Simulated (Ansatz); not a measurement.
## FeCO₃ single point

Input file of Ansatz 0.2.0:

```yaml
crystal:
  lattice:
    - [2.28432808, 1.31885508, 4.56495239]
    - [-2.28432808, 1.31885508, 4.56495239]
    - [0.0, -2.63771015, 4.56495239]
  atoms:
    - { symbol: Fe, position: [0.0, 0.0, 0.0] }
    - { symbol: Fe, position: [0.5, 0.5, 0.5] }
    - { symbol: C, position: [0.25, 0.25, 0.25] }
    - { symbol: C, position: [0.75, 0.75, 0.75] }
    - { symbol: O, position: [0.5288, 0.9712, 0.25] }
    - { symbol: O, position: [0.25, 0.5288, 0.9712] }
    - { symbol: O, position: [0.9712, 0.25, 0.5288] }
    - { symbol: O, position: [0.4712, 0.0288, 0.75] }
    - { symbol: O, position: [0.75, 0.4712, 0.0288] }
    - { symbol: O, position: [0.0288, 0.75, 0.4712] }
  symmetry: { tolerance: 0.0003 }
kpoints:
  mp_grid: { grid: [7, 7, 7], shift: [0, 0, 0] }
  band_path:
    path:
      - [0.0, 0.0, 0.0]
      - [0.5, 0.5, 0.5]
      - [0.77768769, 0.22231231, 0.5]
      - [0.5, -0.22231231, 0.22231231]
      - [0.5, 0.0, 0.0]
      - [0.0, 0.0, 0.0]
      - [0.36115615, -0.36115615, 0.0]
      - [0.63884385, 0.0, 0.36115615]
      - [0.5, 0.0, 0.5]
      - [0.0, 0.0, 0.0]
    npoints: 6
magnetization:
  spin_polarized: false
scf:
  occupations: { method: fermi_dirac }
  lower_state_search: "off"
  max_iter: 200
hamiltonian:
  pseudopotentials: { kind: paw }
  xc: r2scan
basis:
  ecutwfc: 500
  fft_grid_basis: typed
output:
  forces: true
  stress: true
  eigenvalues: true
  bader: true
  populations: true
  elf: true
  write_potential: true
  volumetric_format: npy
  dos:
    e_range: [-12, 8]
    de: 0.05
    projected: { site_lists: { C: [C], Fe: [Fe], O: [O] } }
checkpoint:
  read: saved_state
```

The run starts from an earlier solution of this cell. 

Excerpt of what it printed:

```
SCF iter   1: F=-12883.1284 eV  Δρ=6.14e-3  dr2=2.48e-3  dr2_τ=4.57e-3
SCF iter   2: F=-12883.1297 eV  Δρ=3.23e-3  dr2=5.77e-4  dr2_τ=2.06e-3
SCF iter   3: F=-12883.1297 eV  Δρ=8.57e-4  dr2=2.33e-4  dr2_τ=1.02e-4
SCF iter   4: F=-12883.1299 eV  Δρ=1.71e-4  dr2=1.52e-5  dr2_τ=1.29e-6
SCF iter   5: F=-12883.1299 eV  Δρ=4.82e-5  dr2=1.09e-6  dr2_τ=2.78e-7
SCF iter   6: F=-12883.1299 eV  Δρ=2.34e-5  dr2=3.38e-7  dr2_τ=2.05e-8
SCF iter   7: F=-12883.1299 eV  Δρ=4.87e-6  dr2=1.42e-8  dr2_τ=2.59e-9
Free energy (F): -12883.1299 eV
Harris-Foulkes:  -12883.1299 eV  (|F-HF|=7.86e-9)
Internal energy: -12883.1295 eV  (E = F + TS)
E sigma→0 (E₀):  -12883.1297 eV
Entropy (-TS):   -0.0003 eV (-0.035 meV/atom)
Fermi energy:    11.9799 eV
--- Per-component energies (eV) ---
  E_band       = -718.0850
  E_kinetic    = 1942.5357
  E_local      = -7370.5379  (includes V_loc(G=0)·N_el)
  E_nonlocal   = 796.4624
  E_hartree    = 2907.4325
  E_xc         = -754.2037
  E_vxc        = -1089.8962  (∫ρ·V_xc dr)
  E_paw        = -3925.1989  (= ΣΔE_a)
  E_vpaw       = -882.4462  (= ΣTr[D̂ρ^β])
  E_aug_tail   = 0.0064  (compensation charges beyond the density's cutoff)
  E_vtau       = 70.9298  (kinetic-family band-sum trace: ∫τ·v_τ [+ j·A + Jᵃ·Aᵃ] dr)
  E_ewald      = -6478.8059
  E_core_change = -0.8201  (= ΣΔE_core)
  E_smearing   = -0.0003  (= −TS)
--- Forces (eV/Å), atoms counted from 1 ---
  atom   1  Fe     0.0000     0.0000     0.0000
  atom   2  Fe     0.0000     0.0000     0.0000
  atom   3  C      0.0000     0.0000     0.0000
  atom   4  C      0.0000     0.0000     0.0000
  atom   5  O      1.0314     0.0000     0.0000
  atom   6  O     -0.5157     0.8932     0.0000
  atom   7  O     -0.5157    -0.8932     0.0000
  atom   8  O     -1.0314     0.0000     0.0000
  atom   9  O      0.5157    -0.8932     0.0000
  atom  10  O      0.5157     0.8932     0.0000
--- Stress (GPa, compression-positive) ---
        1.8347       0.0000       0.0000
        0.0000       1.8347       0.0000
        0.0000       0.0000       2.4636
  P = ⅓ Tr σ = 2.0444 GPa (20.444 kbar)
--- Löwdin populations: 10 sites ---
  site symbol       q [e]
     0     Fe     15.0635
     1     Fe     15.0635
     2      C      3.2437
     3      C      3.2437
     4      O      6.4836
     5      O      6.4836
     6      O      6.4836
     7      O      6.4836
     8      O      6.4836
     9      O      6.4836
  spilling = 0.0064 (of n_electrons = 76.0000)
--- Bader charges: 10 sites ---
  site symbol  charge [e]  shift [e]
     0     Fe      1.3494     0.0022
     1     Fe      1.3494     0.0022
     2      C      2.4021     0.0087
     3      C      2.4021     0.0087
     4      O     -1.2505     0.0022
     5      O     -1.2505     0.0022
     6      O     -1.2505     0.0022
     7      O     -1.2505     0.0022
     8      O     -1.2505     0.0022
     9      O     -1.2505     0.0022
```

Origin: a database entry at a rescaled volume. Caveats: no spin polarisation, so a magnetic state may lie lower.
